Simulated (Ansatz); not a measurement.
A generated cell, not matched to a known phase here, of GaF$_{2}$: P4₂/mnm (No. 136), tP6, rutile type; a = b = 4.978 Å, c = 3.289 Å, α = β = γ = 90.00°; Ga 2a (0.000, 0.000, 0.000); F 4f (0.302, 0.302, 0.000). The numbers are results of PBEsol (plane waves to 420 eV, PAW, scalar-relativistic; Ansatz, a first-principles code), not measurements. Element references, the lowest calculated here: Ga (Cmce), F (R-3m, a generated molecular cell); gases are represented by their molecular solids.

Total energies (eV/atom, σ → 0; comparable only within this code, potentials and settings):

| phase | E (eV/atom) |
|---|---|
| GaF2 (P4₂/mnm) | -1781.459 |
| Ga (Cmce) | -3743.203 |
| F (R-3m) | -797.657 |

Q: What is the formation energy of this P4₂/mnm form of GaF2 from the elements?

A: E_f = -1781.459 − [1 × (-3743.203) + 2 × (-797.657)] / 3 = -1.95 eV/atom (-5.9 eV per formula unit).

A lower structure of this composition may exist, and whether it forms at all is not checked here.

Static energies, no anion corrections, no zero-point energy. Values are rounded to 0.01 eV/atom. Not shown to be the ambient phase of their composition (a lower form may be missing, and a cell relaxed within its start's symmetry can be a saddle point): GaF2 (P4₂/mnm). The compounds carry no spin polarisation.
